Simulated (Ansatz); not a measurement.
## HgPd (P4/mmm): electronic heat capacity and spin susceptibility from the density of states

Method: Ansatz, DFT r2SCAN, scalar-relativistic, plane waves, PAW.

Settings: cutoff 500 eV, Γ-centred mesh 14×14×12 on the computed 2-atom cell, Gaussian smearing of 0.10 eV; no spin polarisation.

Relaxed cell: P4/mmm, a = 3.043 Å, b = 3.043 Å, c = 3.777 Å, α = 90.00°, β = 90.00°, γ = 90.00°, 2 atoms in the primitive cell. Whether it is the stable form of this composition wasn't checked.

The density of states at the Fermi level is 0.480 states/eV in the cell of 2 atoms (1 formula unit; both spins, tetrahedra on a 21×21×18 mesh).

Question: What Sommerfeld coefficient and Pauli susceptibility does this give?

Answer: Per formula unit N(E_F) = 0.480 states/eV. γ = (π²/3) k_B² N(E_F) N_A = 2.357 mJ/(mol K²) per state/eV, so γ = 1.1 mJ/(mol K²), a mole of formula units. χ_P = μ_B² N(E_F) N_A = 3.23×10⁻⁵ emu/mol per state/eV gives 1.6×10⁻⁵ emu/mol. This is the bare band result: a measured γ of the same phase is as a rule larger by a factor 1 + λ from phonons and spin fluctuations, the spin part of χ is larger by the Stoner factor, and a measured χ also holds orbital and core terms. N(E_F) at one energy is sensitive to the mesh where the density of states has sharp peaks.

Spin-orbit coupling is left out, which matters for the bands of heavy elements.

Cost: 1 run of about 1.1 core-minutes, on Arm Neoverse V2 (shared hosts).